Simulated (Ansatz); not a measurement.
BN (h-BN type, space group P6_3/mmc)

```
BN
1.0
    2.50580     0.00000     0.00000
   -1.25290     2.17009     0.00000
    0.00000     0.00000     6.61620
B N
2 2
Direct
  0.33333   0.66667   0.25000
  0.66667   0.33333   0.75000
  0.33333   0.66667   0.75000
  0.66667   0.33333   0.25000
```

E(V) scan at fixed shape, V₀ the volume above. Symmetry pins the atoms to their sites.

All values below come from PBE-D3(BJ) (plane waves to 420 eV, PAW, scalar-relativistic; Ansatz, a first-principles code). k mesh 15×15×5 (Γ-centred), Fermi-Dirac smearing 0.05 eV. The energy includes the smearing's −TS. Stress and pressure are positive under compression. With the shape held, the modulus is that of even scaling; a crystal free to change shape is softer. BN was relaxed with its symmetry unable to fall. The PAW data are Ansatz's earlier set. The zero of ΔE is the relaxed starting cell.

```json
[
 {"V (Å³/atom)": "8.095", "ΔE (meV/atom)": "withheld"},
 {"V (Å³/atom)": "8.275", "ΔE (meV/atom)": "49.5"},
 {"V (Å³/atom)": "8.455", "ΔE (meV/atom)": "26.9"},
 {"V (Å³/atom)": "8.635", "ΔE (meV/atom)": "11.6"},
 {"V (Å³/atom)": "8.815", "ΔE (meV/atom)": "2.8"},
 {"V (Å³/atom)": "8.994", "ΔE (meV/atom)": "0.0"},
 {"V (Å³/atom)": "9.174", "ΔE (meV/atom)": "2.6"},
 {"V (Å³/atom)": "9.354", "ΔE (meV/atom)": "10.3"},
 {"V (Å³/atom)": "9.534", "ΔE (meV/atom)": "22.4"},
 {"V (Å³/atom)": "9.714", "ΔE (meV/atom)": "38.7"},
 {"V (Å³/atom)": "9.894", "ΔE (meV/atom)": "58.7"}
]
```

Problem. Fit a third-order Birch-Murnaghan form (E₀, V₀, B₀, B₀′ free) to the given rows and predict ΔE at V = 8.095.

Solution. Least squares on the 10 given rows: ΔE = E₀ + (9V₀B₀/16)·y²·[2 + (B₀′ − 4)y], y = (V₀/V)^(2/3) − 1, with V₀ = 8.994 Å³/atom, B₀ = 242.5 GPa (160.2 GPa = 1 eV/Å³; the term in eV is multiplied by 1000), B₀′ = 3.66, E₀ = 0.01 meV/atom; root-mean-square residual 0.03 meV/atom. At 8.095 the fit gives 80.0 meV/atom; the calculation gives 80.2 meV/atom, so the extrapolation is off by -0.2 (-0.2 %). For the pressure the fit gives 30.9 GPa against the computed 31.1 GPa.

(Under strain, the slope of the energy per volume gives the stress and its curvature an elastic modulus.)
